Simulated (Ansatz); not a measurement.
## AlCo₃: pressure against volume

AlCo₃, P6_3/mmc, a = 5.001 Å, c = 4.043 Å. The structure is a Materials Project entry; whether it is the stable form wasn't checked. Ansatz: PBEsol, PAW, 420 eV, Γ-centred 12×12×10 mesh on 8 atoms, Gaussian smearing 0.10 eV; collinear spin, largest moment 1.3 μB. Shape and atoms are relaxed at each volume; pressure is positive in compression.

```tsv
V (Å³/atom)	P (GPa)
9.961	24.56
10.290	14.97
10.618	?
10.946	0.00
11.275	-5.78
11.603	-10.68
```

Task: Take V0 = 10.946 Å³/atom, fit the third-order Birch–Murnaghan form to the other rows, and predict the missing pressure.

Result: With the Eulerian strain f = ½[(V0/V)^(2/3) − 1] and y = P/[3f(1 + 2f)^(5/2)], the form is the line y = B0 + 1.5 B0 (B0′ − 4) f. Rows (f, y): 0.03244, 215.7; 0.02103, 214.1; -0.00977, 207.2; -0.01906, 205.8. Means f = 0.006160, y = 210.70; Σ(Δf)² = 0.001802, ΣΔfΔy = 0.3613; the slope is their ratio. y = 209.5 + 200.5 f GPa, so B0 = 209.5 GPa and B0′ = 4 + 2 × (200.5)/(3 × 209.5) = 4.64. At V = 10.618, f = 0.01024, y = 211.55 and P = 6.84 GPa. The run gave 6.83 GPa, so the fit is 0.01 GPa too high, within the rms miss on the fitted rows (0.02 GPa).

Cost: 6 runs of about 43 core-minutes in all, on Intel Xeon Platinum 8375C (Ice Lake) (shared hosts).